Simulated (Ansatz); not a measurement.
GaSb:
```xyz
4
Lattice="3.9657 0.0000 0.0000 -1.9828 3.4344 0.0000 0.0000 0.0000 7.0007" Properties=species:S:1:pos:R:3 pbc="T T T"
Ga     0.0000     0.0000     0.0000
Ga     0.0000     0.0000     3.5004
Sb     0.0000     2.2896     1.7502
Sb     1.9828     1.1448     5.2505
```

Relaxed with r²SCAN. Special points in fractions of this cell's reciprocal vectors: Γ (0.000, 0.000, 0.000); M (0.500, 0.000, 0.000); K (0.333, 0.333, 0.000); A (0.000, 0.000, 0.500); L (0.500, 0.000, 0.500); H (0.333, 0.333, 0.500).

### Question
List the band energies nearest the Fermi level at these points for the program Ansatz at the r²SCAN with spin–orbit coupling level (PAW).

### Answer
In eV from the Fermi level; about four levels below and three above (degenerate sets whole), none deeper than 8.9 eV; points with the same levels are listed once.

```tsv
k	below	above
Γ	-0.64 -0.64 -0.14 -0.14	0.19 0.19 0.47 0.47
M	-3.95 -3.95 -2.14 -2.14	0.42 0.42 1.24 1.24
K	-2.85 -2.85 -2.75 -2.75	4.72 4.72 4.88 4.88
A	-4.95 -4.95 -4.95 -4.95	0.37 0.37 0.37 0.37
L	-1.03 -1.03 -1.03 -1.03	3.31 3.31 3.31 3.31
H	-0.13 -0.13 -0.05 -0.05	2.15 2.15 2.21 2.21
```

Space group P6_3/mmc (NiAs type). The start of the workflow was typed in or built on a structure type; neither database checked (COD, Materials Project) lists it. It is not the phase usual at ambient conditions (space group No. 216). The r²SCAN relaxation kept the symmetry of its start; whether a distortion lowers the energy is not shown.

Potentials: the earlier of the program's two PAW sets.
